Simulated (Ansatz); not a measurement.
One crystal and one scan (frozen-phonon scan) at two levels, r2SCAN (plane waves to 500 eV, PAW, scalar-relativistic; Ansatz, a first-principles code) and PBE (plane waves to 420 eV, PAW, scalar-relativistic; Ansatz), each from its own relaxed cell and on its own mesh. The cell shown is that of r2SCAN.

CdS (zinc blende)

```yaml
crystal:
  lattice:
    - [0.00000, 5.87906, 5.87906]
    - [2.93953, 2.93953, 5.87906]
    - [2.93953, 2.93953, 0.00000]
  atoms:
    - { symbol: S, position: [0.00000, 0.75000, 0.75000] }
    - { symbol: S, position: [0.50000, 0.75000, 0.75000] }
    - { symbol: Cd, position: [0.00000, 0.00000, 0.00000] }
    - { symbol: Cd, position: [0.50000, 0.00000, 0.00000] }
```

A phonon eigenvector at X = (0.5, 0.5, 0.0) is frozen into this cell: atom i moves by Q times the vector below, so Q is the largest atomic displacement, in Å. The cell is held. It is one choice among 2 degenerate patterns. (q is in reciprocal vectors of the primitive cell; the cell shown is doubled to hold the pattern.)

```tsv
atom	x	y	z
S1	0.000	1.000	0.000
S2	0.000	-1.000	0.000
Cd3	-0.194	0.000	0.000
Cd4	0.194	0.000	0.000
```

CdS was relaxed with its symmetry unable to fall. The PAW data are Ansatz's earlier set. Percentages come from the unrounded values.

Results of r2SCAN:

| Item | Value |
|---|---|
| Lattice constant a (Å) | 5.879 |
| Band gap of the relaxed cell, no spin-orbit coupling (eV) | 1.54 |
| Harmonic wavenumber from the curvature (finite differences) (cm⁻¹ (negative: imaginary)) | 270 |
| Shape of the curve | a single well with its minimum at or next to zero displacement |

Task: What does PBE give for the same quantities?

Result: 
```tsv
quantity	PBE	r2SCAN − PBE
Lattice constant a (Å)	5.927	-0.048 (-0.8 %)
Band gap of the relaxed cell, no spin-orbit coupling (eV)	1.04	+0.50 (+48 %)
Harmonic wavenumber from the curvature (finite differences) (cm⁻¹ (negative: imaginary))	256	+14 (+5 %)
```

r2SCAN gives the higher value for: band gap of the relaxed cell, no spin-orbit coupling; harmonic wavenumber from the curvature. r2SCAN gives the lower value for: lattice constant a. Both give the same shape of the curve: a single well with its minimum at or next to zero displacement.

(For displaced atoms, the force is minus the slope of the energy, and its curvature is a force constant, which sets phonon frequencies.)
